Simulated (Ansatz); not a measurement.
Relaxed CaO (rock salt):

```yaml
crystal:
  lattice:
    - [0.00000, 2.39740, 2.39740]
    - [2.39740, 0.00000, 2.39740]
    - [2.39740, 2.39740, 0.00000]
  atoms:
    - { symbol: O, position: [0.00000, 0.00000, 0.00000] }
    - { symbol: Ca, position: [0.50000, 0.50000, 0.50000] }
```

A phonon eigenvector at Γ is frozen into this cell: atom i moves by Q times the vector below, so Q is the largest atomic displacement, in Å. The cell is held. It is one choice among 3 degenerate patterns.

| atom | x | y | z |
|---|---|---|---|
| O1 | 0.000 | 0.000 | 1.000 |
| Ca2 | 0.000 | 0.000 | -0.399 |

Method: r2SCAN (plane waves to 500 eV, PAW, scalar-relativistic; Ansatz, a quantum-chemistry and plane-wave program). k mesh 12×12×12 (Γ-centred), Fermi-Dirac smearing 0.05 eV. Energies are smeared free energies. Compression counts positive. CaO was relaxed with its symmetry unable to fall. ΔE is measured from the undisplaced structure.

| Q (Å) | ΔE (meV/cell) | P (GPa) | −dE/dQ from forces (eV/Å) |
|---|---|---|---|
| -0.100 | 35.2 | 0.88 | 0.746 |
| -0.083 | 24.0 | 0.61 | 0.601 |
| -0.067 | 15.1 | 0.39 | 0.467 |
| -0.050 | 8.4 | 0.22 | 0.342 |
| -0.033 | 3.7 | 0.10 | 0.224 |
| -0.017 | 0.9 | 0.03 | 0.111 |
| 0.000 | 0.0 | 0.00 | 0.000 |
| 0.017 | 0.9 | 0.03 | -0.111 |
| 0.033 | 3.7 | 0.10 | -0.224 |
| 0.050 | 8.4 | 0.22 | -0.342 |
| 0.067 | 15.1 | 0.39 | -0.467 |
| 0.083 | 24.0 | 0.61 | -0.601 |
| 0.100 | 35.2 | 0.88 | -0.746 |

Summary:

```
Property                                                                                                             Result
-----------------------------------------------------------  --------------------------------------------------------------
Energy at Q = 0.100 Å                                                                                         35.2 meV/cell
Space group of the distorted cell                                                        I4mm (No. 107), lowered from Fm-3m
Symmetry of the curve                                                                         even: the same for both signs
Shape of the curve                                           a single well with its minimum at or next to zero displacement
Harmonic wavenumber from the curvature (finite differences)                                                        284 cm⁻¹
Wavenumber by perturbation theory (DFPT, on another k mesh)                                                        284 cm⁻¹
```

(A displaced cell: forces are minus the slopes of the energy, force constants its curvatures, and phonons follow from these.)
